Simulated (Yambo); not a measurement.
# Bethe-Salpeter results for Li₄WO₅

```xyz
10
Lattice="-3.2697 3.2697 2.0528 3.2697 -3.2697 2.0528 3.2697 3.2697 -2.0528" Properties=species:S:1:pos:R:3 pbc="T T T"
Li     2.6098     1.2039     0.0046
Li     1.2039     3.9297     0.0046
Li     0.6600     2.0658     2.0574
Li     2.0658    -0.6600     2.0574
O      2.6903     1.4733     2.0138
O      4.7430     0.5795    -0.0390
O      0.5795     1.7965    -0.0390
O     -1.4733     2.6903     2.0138
O      0.0000     0.0000     2.0163
W      0.0000     0.0000     0.1638
```

The geometry is that of Materials Project entry mp-690542, symmetrised and not relaxed again.

BSE in Yambo on PBEsol (pw.x of Quantum ESPRESSO, ONCV potentials, without SOC) bands: 6×6×6 mesh, 15 valence and 4 conduction bands, static screening with 60 bands and a 3 Ry block, scissor 2.21 eV, Tamm-Dancoff; field along x.

```tsv
state	energy (eV)	states within 2 meV	relative strength	class	main transitions
1	4.07	2	0.03	weak	several band pairs
2	4.35	1	< 0.01	dark	several band pairs
3	4.42	1	< 0.01	dark	several band pairs
4	4.45	1	< 0.01	dark	several band pairs
5	4.50	1	< 0.01	dark	several band pairs
6	4.74	2	1.00	strong	several band pairs
7	4.78	1	< 0.01	dark	several band pairs
8	4.96	1	< 0.01	dark	several band pairs
```

These are vertical excitations (zero momentum); the indirect quasiparticle gap, about 5.38 eV, is smaller than the direct one (5.54 eV on the GW mesh). The direct quasiparticle gap on this mesh is 5.49 eV; counted from there, state 1 is bound by 1.42 eV. On a 4×4×4 mesh the same difference is 1.46 eV.

Spin singlets only. Strengths are relative to the strongest of the lowest states of this run; strong means a line over 3 % of the spectrum's maximum, dark under 0.03 %. Absolute energies carry the error of the G0W0 scissor, whose convergence isn't established; the long-wavelength screening was taken along (1,1,1) although the crystal is anisotropic.

Without spin-orbit coupling, band edges of such heavy elements can be off by tenths of an eV.

The structure is a Materials Project entry; no match was found in the copy of COD used, and its stability was not checked.
